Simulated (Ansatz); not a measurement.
**Stability checks on a candidate for HfZr2S6**

The structure comes from a generated guess, relaxed at this level; another structure or a mixture of phases may lie lower.

All numbers below come from Ansatz, DFT PBE, scalar-relativistic, plane waves, PAW. Cutoff 420 eV, Γ-centred 6×6×6 mesh (9-atom cell), Gaussian smearing of 0.02 eV, no spin polarisation.

```
CELL_PARAMETERS angstrom
3.18188 1.83706 6.77584
-3.18188 1.83706 6.77584
0.00000 -3.67412 6.77584
ATOMIC_POSITIONS crystal
Zr 0.83334 0.83334 0.83334
Zr 0.16666 0.16666 0.16666
Hf 0.50000 0.50000 0.50000
S 0.24020 0.57121 0.90225
S 0.90225 0.24020 0.57121
S 0.57121 0.90225 0.24020
S 0.42879 0.09775 0.75980
S 0.09775 0.75980 0.42879
S 0.75980 0.42879 0.09775
```

Formation energies are uncorrected and refer to the elements' standard structures at the same level.

**Question.** These tests were run: energy against the elements; elastic tensor. What do they show?

**Answer.**

```json
{"test": "energy against the elements", "result": "−1.570 eV/atom"}
{"test": "elastic tensor", "result": "least eigenvalue 0 GPa"}
```

It fails none of these tests. Whether a mixture of other phases lies lower isn't tested here. Phonons away from Γ weren't computed.

No dispersion correction is applied, so the spacing and binding between layers, chains or molecules are poorly described. These runs have no spin–orbit coupling, which can matter for Hf. The reference form of S is held partly by dispersion forces, which this level lacks. The run for the elastic tensor used a 6×6×6 k mesh.
